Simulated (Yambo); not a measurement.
Yambo run on MgZn3S4 (space group Pm, No. 6). The wavefunctions are norm-conserving PBEsol (Quantum ESPRESSO, 84 Ry, no spin-orbit coupling) ones on a 2×4×2 mesh (47 occupied bands); a = 6.3123 Å, b = 3.8545 Å, c = 6.6932 Å, α = 90.00°, β = 90.05°, γ = 90.00°.

Yambo input:

```
rim_cut
gw0
dyson
el_el_corr
HF_and_locXC
ppa
em1d
RandQpts= 1000000
RandGvec= 1 Ry
EXXRLvcs= 84 Ry
VXCRLvcs= 336 Ry
Chimod= "HARTREE"
% BndsRnXp
 17 | 135 |
%
NGsBlkXp= 6 Ry
% LongDrXp
 1.0 | 1.0 | 1.0 |
%
PPAPntXp= 27.2114 eV
% GbndRnge
 1 | 135 |
%
GTermKind= "BG"
DysSolver= "n"
ExtendOut
% QPkrange
 1 | 1 | 47 | 48 |
%
```

k points by index: 1 = Γ.

Table of the .qp output:

```
#    K-point    Band    Eo [eV]    E [eV]    E-Eo [eV]    Vxc [eV]    Vnlxc [eV]    Sc|Eo [eV]    Sc|E [eV]    dSc/dw|Eo [eV]    Re(Z)    Im(Z)
#
    1    47    0.000000    -0.754551    -0.754551    -15.93359    -19.20053    2.308966    2.512391    -7.334954    0.787675    -0.001488
    1    48    2.238133    2.972415    0.734282    -11.30287    -7.019485    -3.381745    -3.549108    -6.201228    0.814402    -0.001360
```
(The two width columns are left out.) Convergence of these settings isn't established.

Geometry of the Materials Project entry, not relaxed at this level.

The structure is a Materials Project entry; no match was found in the copy of COD used, and its stability was not checked.
